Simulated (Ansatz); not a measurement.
A trial cell of HfBr2F2, before relaxation:

```
CELL_PARAMETERS angstrom
-2.18832 2.18832 5.46683
2.18832 -2.18832 5.46683
2.18832 2.18832 -5.46683
ATOMIC_POSITIONS crystal
Hf 0.00000 0.00000 0.00000
Br 0.37500 0.37500 0.00000
Br 0.62500 0.62500 0.00000
F 0.75000 0.25000 0.50000
F 0.25000 0.75000 0.50000
```

These are results of Ansatz, DFT PBE, scalar-relativistic, plane waves, PAW, not measurements. Cutoff 420 eV, Gaussian smearing, Γ-centred meshes. Cell and atoms relax first on a coarse mesh and then on a finer one. In between, the cell is made exact in the group found at 0.06 Å. In metals the finer mesh still leaves noise of several meV/atom or more. The steps can't lower the symmetry of their start. No spin polarisation.

A guess keeps its type if space group and coordination stay and the shape of the cell changes little (axis ratios within about 15 %, angles within 6°); the volume may change.

Question: Does it keep its structure type, or change into something else?

Answer: It doesn't keep its type. The symmetry stays I4/mmm (No. 139). The volume per atom shrinks by 17.6 %, from 20.9 to 17.3 Å³. The shortest distance goes from 2.58 Å (Br–F) to 2.34 Å (F–F). The ratio c/a of the conventional cell changes by a factor of 1.90. Counting neighbours within 15 % of an atom's shortest distance, the start has Br 5, F 4, Hf 16 and the end Br 8, F 4, Hf 8. In detail, at the end Hf is surrounded by 8 Br at 2.87 Å and 4 Hf at 3.31 Å; Br has 4 F at 2.81 Å, 4 Hf at 2.87 Å and 5 Br at 3.31 Å; F is surrounded by 4 F at 2.34 Å and 4 Br at 2.81 Å (long contacts).

```
CELL_PARAMETERS angstrom
-1.65646 1.65646 7.85923
1.65646 -1.65646 7.85923
1.65646 1.65646 -7.85923
ATOMIC_POSITIONS crystal
Hf 0.00000 0.00000 0.00000
Br 0.39457 0.39457 0.00000
Br 0.60543 0.60543 0.00000
F 0.75000 0.25000 0.50000
F 0.25000 0.75000 0.50000
```

Energies over the elements count from the elements' standard structures at the same level (F₂ as a molecule), with no fitted energy shifts. The references include crystalline Br.

Question: At what energy does it end?

Answer: −0.62 eV/atom.

The last run used a 16×16×16 mesh for its 5-atom cell and Gaussian smearing of 0.10 eV. No dispersion correction is applied, so the spacing and binding between layers, chains or molecules are poorly described. These runs have no spin–orbit coupling, which can matter for Hf. The reference form of Br is held partly by dispersion forces, which this level lacks. A structure relaxed within its symmetry needn't be a true minimum. Another cell of HfBr2F2 relaxed alike, in P-3m1, lies 1.42 eV/atom lower, so this cell isn't the stable form at this level.
